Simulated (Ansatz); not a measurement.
The numbers come from plane-wave PAW DFT (Ansatz): r2SCAN, no spin polarisation, 500 eV, 6×6×6 Γ-centred k points, fermi-dirac occupations (width 0.1127 eV). Nothing was relaxed.

Computed maps in the lattice plane spanned by a (left to right, 5.56 Å, 17 points from zero) and b (bottom to top, 5.56 Å, 17 points from zero), 120° apart, at height 0.691 along c. The fields are smooth PAW ones with compensation charges, not the true ones near nuclei.

Valence density. Digits on a logarithmic scale: 0 up to 0.03 e/Å³, each further digit a factor of 1.6, 9 from 1.3 e/Å³ up:
```
52234322112699998
31011112223699996
10000112114689863
00012221013566431
01244431002333432
23577642000136763
47999741000379973
69999741001599954
89999621113699635
99997433433565336
89864456654321136
66544799964100134
44347999963000123
43359999952001345
64479999630024677
74469996410247999
63356653211479999
```

ELF. Ten even steps from '0' (0.00) to '9' (0.83):
```
40034300000798599
10000000002899997
00000000003899972
00000000003676200
00255310001200000
03799851000003650
18999961000067760
89879840000477720
99589600000477404
99897102410143007
99960058850000027
55301799982000013
00017988983000000
10049848972000122
51079889830014788
71179998300069999
70168861000499779
```

Problem. The cell is Na3VO3F3. Which atoms lie within 0.2 Å of this plane, and where (fractions of a and b)?

Solution. F at (0.82, 0.96), F at (0.35, 0.18), F at (0.13, 0.48). The whole cell:
```
CELL_PARAMETERS angstrom
0.00000 -3.17404 4.56627
2.68195 -1.69756 -4.56627
5.76546 0.00000 0.00000
ATOMIC_POSITIONS crystal
Na 0.22750 0.45500 0.31750
F 0.82460 0.95660 0.69080
F 0.35260 0.17720 0.69080
F 0.13200 0.48460 0.69080
O 0.25420 0.15480 0.15330
O 0.69190 0.94610 0.15330
O 0.90060 0.59250 0.15330
V 0.00000 0.00000 0.00000
Na 0.73490 0.46980 0.79530
Na 0.51000 0.02000 0.47000
```

Origin: a known structure type with other elements, at an estimated volume, so it need not be a known compound. Caveats: no spin polarisation, so a magnetic state may lie lower; atoms or cell far from equilibrium.
